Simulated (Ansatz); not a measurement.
**Ti: trigonal deformation path**

These are results of Ansatz 0.2.0, DFT PBEsol, scalar-relativistic, plane waves, PAW, not measurements. Settings: plane waves to 420 eV, k-mesh 22×22×22 (Γ-centred), Gaussian smearing 0.15 eV. No spin polarisation. Energies are free energies at this smearing, counted from the undisturbed cell; pressure is positive in compression.

The undisturbed cell (as given, not relaxed at this level; it stands at -0.3 GPa; this fcc form isn't the usual structure):

```
CELL_PARAMETERS angstrom
0.00000 2.03000 2.03000
2.03000 0.00000 2.03000
2.03000 2.03000 0.00000
ATOMIC_POSITIONS crystal
Ti 0.00000 0.00000 0.00000
```

At fixed volume and fractional coordinates, lengths along (0.577, 0.577, 0.577) are scaled against those across it; ρ is that ratio over its starting value. The cell is metallic on the mesh throughout. At ρ = 0.500 the cell becomes cubic (Pm-3m), and there the slope of the energy vanishes by symmetry.

| ρ | ΔE (meV/atom) | pressure (GPa) |
| --- | --- | --- |
| 0.500 | 791.7 | 4.0 |
| 0.710 | 375.0 | 0.9 |
| 1.000 | 0.0 | -0.3 |
| 2.000 | 1767.9 | 26.2 |